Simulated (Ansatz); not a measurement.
## Property card for Ti

Ti:
```
CELL_PARAMETERS angstrom
     -1.60493     1.60493     1.60493
      1.60493    -1.60493     1.60493
      1.60493     1.60493    -1.60493
ATOMIC_POSITIONS crystal
  Ti 0.00000 0.00000 0.00000
```

Space group Im-3m (No. 229), bcc (W type); conventional cell a = b = c = 3.2099 Å, α = β = γ = 90.00°.

Method: the program Ansatz at the PBEsol level (PAW). Structure relaxed to zero pressure with the same functional. Other levels are named where they apply.

Cell and energy:

- Volume per atom: 16.54 Å³
- Density: 4.81 g/cm³

Electronic structure:

- Electronic character: metallic (no gap)
- Density of states at the Fermi level: 2.0 states/eV per atom (mean over ±0.08 eV)

Mechanics:

* **Bulk modulus (Birch–Murnaghan fit)**: 113 GPa
* **Pressure derivative B′**: 3.2
* **Elastic constants (relaxed ions, GPa)**: C11 = 98.3, C12 = 121, C44 = 38.3
* **Mechanical stability**: unstable (C has a negative eigenvalue)

Phonons:

- Dynamical stability on the path = unstable, down to 146i cm⁻¹

This is a known high-temperature phase of the composition, computed here at zero pressure and temperature. The cell was relaxed with PBEsol under the symmetry of its start. The run is not spin-polarised. As this level gives no gap, shear constants depend on the k-mesh and smearing (Fermi–Dirac, 0.1 eV here). As this level gives no gap, phonon frequencies hold no LO–TO term and depend on the k-mesh and smearing (Fermi–Dirac, 0.1 eV here). On the denser mesh and wider smearing of the elastic run this cell carries a stress of 0.4 GPa.

Potentials: the earlier of the program's two PAW sets.
